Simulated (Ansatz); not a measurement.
**Relaxing a structure of SnSe**

The start is a generated cell, SnSe built in the AFLOW prototype AB_hP6_191_f_ad (B35, as in CoSn). The structure is fully relaxed (lattice and positions, P = 0) with r2SCAN (plane waves to 500 eV, PAW, scalar-relativistic; Ansatz, an electronic-structure program). The first steps use a coarse 4×4×5 k-mesh.

Starting cell:
```yaml
crystal:
  lattice:
    - [6.51373, 0.00000, 0.00000]
    - [-3.25686, 5.64105, 0.00000]
    - [0.00000, 0.00000, 5.25602]
  atoms:
    - { symbol: Se, position: [0.50000, 0.00000, 0.00000] }
    - { symbol: Se, position: [0.50000, 0.50000, 0.00000] }
    - { symbol: Se, position: [0.00000, 0.50000, 0.00000] }
    - { symbol: Sn, position: [0.00000, 0.00000, 0.00000] }
    - { symbol: Sn, position: [0.33333, 0.66667, 0.50000] }
    - { symbol: Sn, position: [0.66667, 0.33333, 0.50000] }
```

```json
{
  "initial_pressure": "-4 GPa (negative: the cell is under tension)",
  "outcome": "The space group stays P6/mmm (No. 191) (the run could not lower it), with 6 atoms in the primitive cell",
  "volume_change": "-8.6 %, from 32.19 to 29.42 Å³/atom",
  "Shortest distances (start → end)": "The closest pairs of elements (up to four, under 3.6 Å), start → end: Se–Sn 3.23 → 2.84 Å; Se–Se 3.26 → 3.67 Å",
  "band_gap_at_the_end": "no gap (metallic)",
  "optimiser_moves": "13"
}
```

Final values are on a 8×8×12 k-mesh of the relaxed cell. No spin polarisation in the result.

The run could not lose the symmetry of its start: the end is stationary, and may be a saddle point rather than a minimum.

All atoms sit on sites fixed by symmetry, so only the cell could relax.

The relaxed structure here is a generated cell of SnSe: the first start was made by placing the elements on the sites of a structure type, and the end was not matched to a known phase here, so it may be hypothetical. Known forms of SnSe include space group No. 62.
